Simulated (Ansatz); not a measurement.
ZrSeS:
```yaml
crystal:
  lattice:
    - [3.73802, 0.00000, 0.00000]
    - [-1.86901, 3.23722, 0.00000]
    - [0.00000, 0.00000, 6.10564]
  atoms:
    - { symbol: Zr, position: [0.00000, 0.00000, 0.01273] }
    - { symbol: Se, position: [0.66667, 0.33333, 0.74804] }
    - { symbol: S, position: [0.33333, 0.66667, 0.23923] }
```

Relaxed with r²SCAN+D4. Special points in fractions of this cell's reciprocal vectors: Γ (0.000, 0.000, 0.000); M (0.500, 0.000, 0.000); K (0.333, 0.333, 0.000); A (0.000, 0.000, 0.500); L (0.500, 0.000, 0.500); H (0.333, 0.333, 0.500).

List the band energies nearest the valence-band maximum at these points for r²SCAN+D4 (plane waves, PAW; program Ansatz).

In eV from the valence-band maximum; about four levels below and three above (degenerate sets whole), none deeper than 8.9 eV; points with the same levels are listed once.

```csv
k,below,above
Γ,-3.03 -3.03 -0.11 0.00 0.00,1.57 1.57 2.32
M,-2.77 -2.69 -1.97 -1.23,1.13 3.19 3.51
K,-3.32 -2.45 -2.08 -1.72,2.27 2.94 3.36
A,-3.00 -3.00 -1.91 -0.13 -0.13,1.54 1.54 2.70
L,-2.89 -2.49 -1.00 -0.99,0.96 3.18 3.49
H,-3.35 -2.23 -2.01 -1.96,2.33 2.74 2.94
```

Space group P3m1. The first step of the workflow began from a Materials Project structure, measured or hypothetical; the Crystallography Open Database copy checked does not list it. With Se and S taken as one species the cell has the higher symmetry P-3m1, so it may be an ordered model of a mixed-site phase. Whether it is the stable phase at ambient conditions was not checked. Symmetry was held in the r²SCAN+D4 relaxation; whether a distortion lowers the energy is not shown. The run is not spin-polarised. Scalar-relativistic: spin–orbit coupling is off unless named, which matters more the heavier the elements.

Potentials: the later of the program's two PAW sets.
